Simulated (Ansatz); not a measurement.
Values for one crystal, relaxed and computed with LDA in the plane-wave PAW code Ansatz; other levels are named.

| Quantity | Result |
|---|---|
| Volume per atom | 12.25 Å³ |
| Band gap | 1.85 eV (indirect) |
| Smallest direct gap on the standard path | 2.10 eV |
| Highest zone-centre frequency (without LO–TO term) | 509 cm⁻¹ |
| Bulk modulus (Birch–Murnaghan fit) | 149 GPa |
| Pressure derivative B′ | 9.1 |
| Conduction-band minimum | at Γ |

Question: Pick the material that matches.
(A) BP, zinc blende
(B) BaTiO3, P4mm (Ti on 1b, Ba on 1a, O on 1b, O on 2c)
(C) CdSe, zinc blende
(D) PbI2, CdI2 type

Answer: B, BaTiO3, P4mm (Ti on 1b, Ba on 1a, O on 1b, O on 2c)

Symmetry was held in the LDA relaxation. At this level the phase is dynamically unstable (imaginary phonons). The run is not spin-polarised. Scalar-relativistic: spin–orbit coupling is off unless named, which matters more the heavier the elements.

Potentials: the later of the program's two PAW sets.
